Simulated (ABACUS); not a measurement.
Set-up for a self-consistent single point of InGa2N3 (Cmc2_1, 12 atoms in the cell; from Materials Project mp-1246567).

```
InGa2N3
1.0
    5.00434    -2.88652     0.00000
    5.00434     2.88652     0.00000
    0.00000     0.00000     5.39030
In Ga N
2 4 6
Direct
  0.32526   0.67474   0.98970
  0.67474   0.32526   0.48970
  0.00709   0.33385   0.99258
  0.99291   0.66615   0.49258
  0.66615   0.99291   0.99258
  0.33385   0.00709   0.49258
  0.02682   0.33368   0.35888
  0.97318   0.66632   0.85888
  0.66632   0.97318   0.35888
  0.33368   0.02682   0.85888
  0.30744   0.69256   0.39539
  0.69256   0.30744   0.89539
```

Method: LDA (PW92), numerical atomic orbitals DZP (confined pseudo-atomic orbitals; energy shift 0.01 Ry), PseudoDojo 0.4 standard norm-conserving LDA (tails mended) pseudopotentials (ABACUS).

ABACUS settings:

| setting | value |
|---|---|
| basis | DZP numerical atomic orbitals, energy shift 0.01 Ry |
| KPT | Gamma 4 4 4 0 0 0 |
| basis_type | lcao |
| dft_functional | PWLDA |
| ecutwfc | 100 Ry |
| smearing_method | gaussian |
| smearing_sigma | 0.00367493 Ry |
| potentials | PseudoDojo 0.4 standard norm-conserving LDA (tails mended) |
| symmetry | 1 |
| symmetry_prec | 1e-05 |
| ks_solver | genelpa |
| scf_nmax | 100 |
| scf_thr | 1.0e-07 |
| mixing_type | pulay |

Results:

Number of valence electrons: 108
Number of bands: 65
Number of k-points after the program's reduction: 21
Size of the basis: 186
Number of SCF iterations: 10
Free energy E − TS: -13607.7081 eV
Top of the valence band (on the code's own zero): 9.78 eV
Gap on the k-point mesh: 0.97 eV

The gap is read on the k-point mesh of the run and can differ from the gap over the whole zone at this level.

The atom-centred basis is finite, which shifts total energies and gaps against plane waves. Forces and stress are left out: the polarisation orbitals used for some of these elements are too diffuse to give them reliably, and gaps can carry the same lack. The structure comes from a collection of computed structures, made at another level of theory; the collection holds predicted forms beside known ones.

Cost on one core: about 50 core-seconds (a rough figure).

The atomic orbitals were generated for these runs; they are not ABACUS's published sets and were checked against plane waves on a few crystals only.

“Tails mended”: in these copies of the files the far tail of each local potential was reset to the Coulomb form.
